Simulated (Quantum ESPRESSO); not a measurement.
**Convergence of NMR parameters in BeSe**

```yaml
crystal:
  lattice:
    - [0.00000, 2.58397, 2.58397]
    - [2.58397, 0.00000, 2.58397]
    - [2.58397, 2.58397, 0.00000]
  atoms:
    - { symbol: Be, position: [0.00000, 0.00000, 0.00000] }
    - { symbol: Se, position: [0.25000, 0.25000, 0.25000] }
```
The cell comes from the Materials Project (a computed structure). It is BeSe in F-43m; whether this form has been observed was not checked. Stability against distortions was not tested.

Method: σ by PBE GIPAW on JTH datasets (Quantum ESPRESSO, modified build). The cutoff rises from row to row, with the meshes as listed. Costs are rough, from a shared machine. These are absolute shieldings with no macroscopic susceptibility term; δ = σ_ref − σ needs a reference computed alike. No spin–orbit coupling; Se is the heaviest element present. No d partial waves on Se: the paramagnetic term there is incompletely reconstructed.

```csv
setting,cutoff (Ha),k-mesh
A,8,4×4×4 through Γ
B,10,4×4×4 shifted
C,20,6×6×6 shifted
D,30,8×8×8 shifted
```

Q: From which setting on does σ_iso Se (ppm) stay within 1 of the tightest run?

A: From C on. Differences from the tightest run: A -259.7, B -6.0, C 0.3.

```tsv
setting	cutoff (Ha)	k-mesh	σ_iso Be (ppm)	σ_iso Se (ppm)	f-sum rule missed by (%)	rough cost ratio
A	8	4×4×4 through Γ	65.0	1805.4	6.8	about 1
B	10	4×4×4 shifted	79.8	2059.2	0.10	about 1
C	20	6×6×6 shifted	84.8	2065.4	0.00	4
D	30	8×8×8 shifted	85.0	2065.1	0.00	20
```
